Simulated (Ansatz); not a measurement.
The cell below belongs to a search over invented structures; it isn't taken from experiment.

Input and command of a plane-wave DFT calculation in Ansatz:

```yaml
crystal:
  lattice:
    - [2.58, 0.0, 0.0]
    - [0.0, 2.58, 0.0]
    - [0.0, 0.0, 25.66]
  atoms:
    - { symbol: Cu, position: [0.5, 0.0, 0.321429] }
    - { symbol: Cu, position: [0.0, 0.5, 0.392857] }
    - { symbol: Cu, position: [0.0, 0.5, 0.535714] }
    - { symbol: Cu, position: [0.5, 0.0, 0.464286] }
    - { symbol: Cu, position: [0.0, 0.5, 0.678571] }
    - { symbol: Cu, position: [0.5, 0.0, 0.607143] }
    - { symbol: Cu, position: [0.5, 0.0, 0.892857] }
    - { symbol: Cu, position: [0.0, 0.5, 0.821429] }
    - { symbol: Cu, position: [0.5, 0.0, 0.75] }
    - { symbol: Cu, position: [0.0, 0.5, 0.107143] }
    - { symbol: Cu, position: [0.5, 0.0, 0.178571] }
    - { symbol: Cu, position: [0.0, 0.5, 0.25] }
    - { symbol: Ru, position: [0.0, 0.5, 0.964286] }
    - { symbol: Ru, position: [0.5, 0.0, 0.035714] }
basis:
  ecutwfc: 420
kpoints:
  mp_grid: { grid: [6, 6, 1] }
hamiltonian:
  xc: pbe
scf:
  occupations: { method: gaussian, width: 0.2 }
  lower_state_search: "off"
output:
  forces: true
  stress: true
  eigenvalues: true
relax:
  adjacent_minimum: "off"
  f_tol: 0.08
  max_steps: 16
  cell: { stress_tol: 0.8 }
```

```bash
ansatz run input.yaml --threads 1 --pin off --max-ram 2560MiB --backend cpu --events-out ev --progress --plain --runs-dir out
```

Processor: Intel(R) Xeon(R) 6975P-C (Granite Rapids), 1 thread, on a host shared with other jobs.

Q: Estimate time, memory and problem size.

A: About 72 s, peak memory 0.65 GiB. It solves 156 bands at 10 k points (after reduction by symmetry) with about 3411 plane waves (on the last cell), in 55 SCF iterations over 6 ionic steps.
